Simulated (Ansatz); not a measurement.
## MgRh: a vibration from a frozen displacement

Computed with DFT r2SCAN, scalar-relativistic, plane waves, PAW in Ansatz 0.2.0. Settings: plane waves to 500 eV, k-mesh 16×16×16 (Γ-centred), Gaussian smearing 0.15 eV. No spin polarisation. Energies are free energies at this smearing, counted from the undisturbed cell; pressure is positive in compression.

The undisturbed cell (as given, not relaxed at this level; it stands at -1.0 GPa, and it needn't be the usual structure):

```
Mg Rh
1.0
     3.09920    0.00000    0.00000
     0.00000    3.09920    0.00000
     0.00000    0.00000    3.09920
Mg Rh
1 1
Direct
  0.00000 0.00000 0.00000
  0.50000 0.50000 0.50000
```

Every Mg atom is moved by x along the Cartesian unit vector (0.000, 0.000, 1.000); the cell and all other atoms stay fixed. The cell's volume is 29.77 Å³; the moved atoms weigh 24.305 u together and the others 102.905 u. Some rows repeat others by symmetry and weren't run.

| x (Å) | ΔE (meV/cell) | total force on the moved atoms along the move (eV/Å) | pressure (GPa) |
| --- | --- | --- | --- |
| -0.5000 | 677.71 | 2.5966 | 8.6249 |
| -0.4375 | 523.86 | 2.3221 | 6.5077 |
| -0.3750 | 387.90 | 2.0252 | 4.6017 |
| -0.3125 | 271.07 | 1.7107 | 2.9367 |
| -0.2500 | 174.34 | 1.3828 | 1.5384 |
| -0.1875 | 98.42 | 1.0450 | 0.4285 |
| -0.1250 | 43.85 | 0.7003 | -0.3765 |
| -0.0625 | 10.98 | 0.3512 | -0.8643 |
| 0.0000 | 0.00 | 0.0000 | -1.0277 |
| 0.0625 | 10.98 | -0.3512 | -0.8643 |
| 0.1250 | 43.85 | -0.7003 | -0.3765 |
| 0.1875 | 98.42 | -1.0450 | 0.4285 |
| 0.2500 | 174.34 | -1.3828 | 1.5384 |
| 0.3125 | 271.07 | -1.7107 | 2.9367 |
| 0.3750 | 387.90 | -2.0252 | 4.6017 |
| 0.4375 | 523.86 | -2.3221 | 6.5077 |
| 0.5000 | 677.71 | -2.5966 | 8.6249 |

Task: What frequency belongs to this motion?

Result: The force constant is k = −dF/dx = 5.619 eV/Å², from the parabola through x = -0.0625, 0 and 0.0625. In every cell the moved atoms swing against the rest, so the mass is μ = m₁m₂/(m₁ + m₂) = 19.661 u, and ν̃ = 521.5 cm⁻¹ × √(|k|/μ) = 279 cm⁻¹, at this cell's pressure of -1.0 GPa. To first order in x, and within 1 %, the force on every atom lies along the move and, within each of the two groups, in proportion to the atom's mass, so this is itself a mode at the zone centre of this cell.

Task: How far does the harmonic law reach?

Result: At x = -0.500 Å, kx²/2 = 702.40 meV against the computed 677.71 meV (-3.5 %): the well is still close to harmonic there.

Task: The pressure changes with x². What does that say about the frequency under compression?

Result: With E = k(V)x²/2, k ∝ V^(−2γ) and x scaling with the cell as V^(1/3), P − P0 = −∂E/∂V = (2γ − 2/3) ΔE/V. At x = 0.1250 Å, V(P − P0) = 29.77 × 0.65124 / 160.2 eV = 121.00 meV and ΔE = 43.85 meV, so γ = 1/3 + V(P − P0)/(2ΔE) = 1.71. This is the Grüneisen parameter of the motion under uniform scaling of the cell: shrinking the cell evenly by 1 % in volume raises the frequency by about 1.71 %.

In a metal these slopes depend on the k mesh and the smearing.